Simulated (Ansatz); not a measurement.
Geometry optimisation in Ansatz: input, command and trajectory.

```yaml
crystal:
  lattice:
    - [-1.8028550865, 1.8028550865, 6.268482567]
    - [1.8028550865, -1.8028550865, 6.268482567]
    - [1.8028550865, 1.8028550865, -6.268482567]
  atoms:
    - { symbol: Li, position: [0.0, 0.0, 0.0] }
    - { symbol: Li, position: [0.75, 0.25, 0.5] }
    - { symbol: Zn, position: [0.4165, 0.4165, 0.0] }
    - { symbol: Zn, position: [0.1665, 0.6665, 0.5] }
    - { symbol: Zn, position: [0.3335, 0.8335, 0.5] }
    - { symbol: Zn, position: [0.5835, 0.5835, 0.0] }
basis:
  ecutwfc: 420
kpoints:
  mp_grid: { grid: [6, 6, 6] }
hamiltonian:
  xc: pbe
scf:
  occupations: { method: gaussian, width: 0.1 }
  lower_state_search: "off"
output:
  forces: true
  stress: true
  eigenvalues: true
relax:
  adjacent_minimum: "off"
  f_tol: 0.04
  max_steps: 70
  cell: { stress_tol: 0.4 }
```

```bash
ansatz run input.yaml --threads 1 --pin off --max-ram 2560MiB --backend cpu --events-out ev --progress --plain --runs-dir out
```

Level of theory: Ansatz, DFT PBE, scalar-relativistic, plane waves, PAW.

Of 18 frames 10 are shown, positions in Å and forces in eV/Å; the SCF threshold varies from step to step. Steps run on the plane waves of an earlier cell, with a Pulay correction in the pressure. The basis is chosen afresh for the last frame, the zero of the energies, and at times for earlier ones too; energy and pressure step there, also at an unchanged geometry. Here that happened at step 10 (-36 meV/atom, 2.6 GPa); the frames before carry an error of that size. The mark taken_back stands on steps that the optimiser undid.

```xyz
6
Lattice="-1.8029 1.8029 6.2685 1.8029 -1.8029 6.2685 1.8029 1.8029 -6.2685" Properties=species:S:1:pos:R:3:forces:R:3 pbc="T T T" step=1 free_energy_over_end_meV_per_atom=585.04 pressure_GPa=33.17
Li    0.0000    0.0000    0.0000    0.0000    0.0000    0.0000
Li    0.0000    1.8029    3.1342    0.0000    0.0000    0.0000
Zn    0.0000    0.0000    5.2216    0.0000    0.0000    0.0703
Zn    1.8029    0.0000    2.0874    0.0000    0.0000    0.0703
Zn    1.8029    0.0000    4.1811    0.0000    0.0000   -0.0703
Zn    0.0000    0.0000    7.3153    0.0000    0.0000   -0.0703
6
Lattice="-1.8896 1.8896 6.8804 1.8896 -1.8896 6.8804 1.8896 1.8896 -6.8804" Properties=species:S:1:pos:R:3:forces:R:3 pbc="T T T" step=3 free_energy_over_end_meV_per_atom=189.35 pressure_GPa=10.30
Li    0.0000    0.0000    0.0000    0.0000    0.0000    0.0000
Li    0.0000    1.8896    3.4402    0.0000    0.0000    0.0000
Zn    0.0000    0.0000    5.7554    0.0000    0.0000    0.1039
Zn    1.8896    0.0000    2.3152    0.0000    0.0000    0.1039
Zn    1.8896    0.0000    4.5652    0.0000    0.0000   -0.1039
Zn    0.0000    0.0000    8.0054    0.0000    0.0000   -0.1039
6
Lattice="-1.9130 1.9130 7.4978 1.9130 -1.9130 7.4978 1.9130 1.9130 -7.4978" Properties=species:S:1:pos:R:3:forces:R:3 pbc="T T T" step=5 free_energy_over_end_meV_per_atom=87.86 pressure_GPa=0.79
Li    0.0000    0.0000    0.0000    0.0000    0.0000    0.0000
Li    0.0000    1.9130    3.7489    0.0000    0.0000    0.0000
Zn    0.0000    0.0000    6.3163    0.0000    0.0000    0.0447
Zn    1.9130    0.0000    2.5674    0.0000    0.0000    0.0447
Zn    1.9130    0.0000    4.9305    0.0000    0.0000   -0.0447
Zn    0.0000    0.0000    8.6794    0.0000    0.0000   -0.0447
6
Lattice="-1.7867 1.7867 8.1206 1.7867 -1.7867 8.1206 1.7867 1.7867 -8.1206" Properties=species:S:1:pos:R:3:forces:R:3 pbc="T T T" step=7 free_energy_over_end_meV_per_atom=68.56 pressure_GPa=-2.28
Li    0.0000    0.0000    0.0000    0.0000    0.0000    0.0000
Li    0.0000    1.7867    4.0603    0.0000    0.0000    0.0000
Zn    0.0000    0.0000    6.9179    0.0000    0.0000   -0.0480
Zn    1.7867    0.0000    2.8576    0.0000    0.0000   -0.0480
Zn    1.7867    0.0000    5.2629    0.0000    0.0000    0.0480
Zn    0.0000    0.0000    9.3232    0.0000    0.0000    0.0480
6
Lattice="-1.7955 1.7955 7.9367 1.7955 -1.7955 7.9367 1.7955 1.7955 -7.9367" Properties=species:S:1:pos:R:3:forces:R:3 pbc="T T T" step=9 free_energy_over_end_meV_per_atom=61.72 pressure_GPa=0.07
Li    0.0000    0.0000    0.0000    0.0000    0.0000    0.0000
Li    0.0000    1.7955    3.9684    0.0000    0.0000    0.0000
Zn    0.0000    0.0000    6.7489    0.0000    0.0000   -0.0170
Zn    1.7955    0.0000    2.7805    0.0000    0.0000   -0.0170
Zn    1.7955    0.0000    5.1562    0.0000    0.0000    0.0170
Zn    0.0000    0.0000    9.1246    0.0000    0.0000    0.0170
6
Lattice="-1.7955 1.7955 7.9367 1.7955 -1.7955 7.9367 1.7955 1.7955 -7.9367" Properties=species:S:1:pos:R:3:forces:R:3 pbc="T T T" step=10 free_energy_over_end_meV_per_atom=26.19 pressure_GPa=2.69
Li    0.0000    0.0000    0.0000    0.0000    0.0000    0.0000
Li    0.0000    1.7955    3.9684    0.0000    0.0000    0.0000
Zn    0.0000    0.0000    6.7489    0.0000    0.0000   -0.0855
Zn    1.7955    0.0000    2.7805    0.0000    0.0000   -0.0855
Zn    1.7955    0.0000    5.1562    0.0000    0.0000    0.0855
Zn    0.0000    0.0000    9.1246    0.0000    0.0000    0.0855
6
Lattice="-1.7799 1.7799 8.3139 1.7799 -1.7799 8.3139 1.7799 1.7799 -8.3139" Properties=species:S:1:pos:R:3:forces:R:3 pbc="T T T" step=12 free_energy_over_end_meV_per_atom=9.99 pressure_GPa=0.14
Li    0.0000    0.0000    0.0000    0.0000    0.0000    0.0000
Li    0.0000    1.7799    4.1569    0.0000    0.0000    0.0000
Zn    0.0000    0.0000    7.0834    0.0000    0.0000   -0.0150
Zn    1.7799    0.0000    2.9265    0.0000    0.0000   -0.0150
Zn    1.7799    0.0000    5.3874    0.0000    0.0000    0.0150
Zn    0.0000    0.0000    9.5443    0.0000    0.0000    0.0150
6
Lattice="-1.7558 1.7558 8.4541 1.7558 -1.7558 8.4541 1.7558 1.7558 -8.4541" Properties=species:S:1:pos:R:3:forces:R:3 pbc="T T T" step=14 free_energy_over_end_meV_per_atom=7.40 pressure_GPa=-0.10
Li    0.0000    0.0000    0.0000    0.0000    0.0000    0.0000
Li    0.0000    1.7558    4.2271    0.0000    0.0000    0.0000
Zn    0.0000    0.0000    7.2135    0.0000    0.0000   -0.0017
Zn    1.7558    0.0000    2.9864    0.0000    0.0000   -0.0017
Zn    1.7558    0.0000    5.4677    0.0000    0.0000    0.0017
Zn    0.0000    0.0000    9.6948    0.0000    0.0000    0.0017
6
Lattice="-1.6464 1.6464 8.9269 1.6464 -1.6464 8.9269 1.6464 1.6464 -8.9269" Properties=species:S:1:pos:R:3:forces:R:3 pbc="T T T" step=16 free_energy_over_end_meV_per_atom=6.40 pressure_GPa=0.59 taken_back
Li    0.0000    0.0000    0.0000    0.0000    0.0000    0.0000
Li    0.0000    1.6464    4.4634    0.0000    0.0000    0.0000
Zn    0.0000    0.0000    7.6582    0.0000    0.0000   -0.2473
Zn    1.6464    0.0000    3.1948    0.0000    0.0000   -0.2473
Zn    1.6464    0.0000    5.7321    0.0000    0.0000    0.2473
Zn    0.0000    0.0000   10.1955    0.0000    0.0000    0.2473
6
Lattice="-1.6966 1.6966 8.7247 1.6966 -1.6966 8.7247 1.6966 1.6966 -8.7247" Properties=species:S:1:pos:R:3:forces:R:3 pbc="T T T" step=18 free_energy_over_end_meV_per_atom=0.00 pressure_GPa=-0.04
Li    0.0000    0.0000    0.0000    0.0000    0.0000    0.0000
Li    0.0000    1.6966    4.3624    0.0000    0.0000    0.0000
Zn    0.0000    0.0000    7.4624    0.0000    0.0000   -0.0313
Zn    1.6966    0.0000    3.1000    0.0000    0.0000   -0.0313
Zn    1.6966    0.0000    5.6247    0.0000    0.0000    0.0313
Zn    0.0000    0.0000    9.9871    0.0000    0.0000    0.0313
```

The start puts this composition into another compound's structure type, which needn't suit it. At the end the space group is I4_1/amd (tolerance 0.05 Å).

Time: 120 s on 1 thread of Arm Neoverse V1 (shared host), peak memory 0.39 GiB.

The k mesh is coarse.